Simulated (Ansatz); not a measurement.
Input and command of a plane-wave DFT calculation in Ansatz:

```yaml
crystal:
  lattice:
    - [6.9265997133, 0.0, 0.0]
    - [0.0, 6.9265997133, 0.0]
    - [0.0, 0.0, 4.461429811]
  atoms:
    - { symbol: Tl, position: [0.306, 0.306, 0.0] }
    - { symbol: Tl, position: [0.194, 0.806, 0.5] }
    - { symbol: Tl, position: [0.694, 0.694, 0.0] }
    - { symbol: Tl, position: [0.806, 0.194, 0.5] }
    - { symbol: I, position: [0.0, 0.0, 0.0] }
    - { symbol: I, position: [0.5, 0.5, 0.5] }
basis:
  ecutwfc: 420
kpoints:
  mp_grid: { grid: [4, 4, 4] }
hamiltonian:
  xc: pbe
scf:
  occupations: { method: gaussian, width: 0.1 }
  lower_state_search: "off"
output:
  forces: true
  stress: true
  eigenvalues: true
```

```bash
ansatz run input.yaml --threads 1 --pin off --max-ram 2560MiB --backend cpu --events-out ev --progress --plain --runs-dir out
```

Processor: Intel(R) Xeon(R) 6975P-C (Granite Rapids), 1 thread, on a host shared with other jobs.

Problem. How long does it run, and how much memory does it take?

Solution. About 5.6 s on 1 thread of Intel(R) Xeon(R) 6975P-C (Granite Rapids), on a shared host, peak memory 0.55 GiB. It solves 52 bands at 18 k points (the mesh reduced by the symmetry that the task leaves, which can be less than the crystal's) with about 4163 plane waves, in 8 SCF iterations.
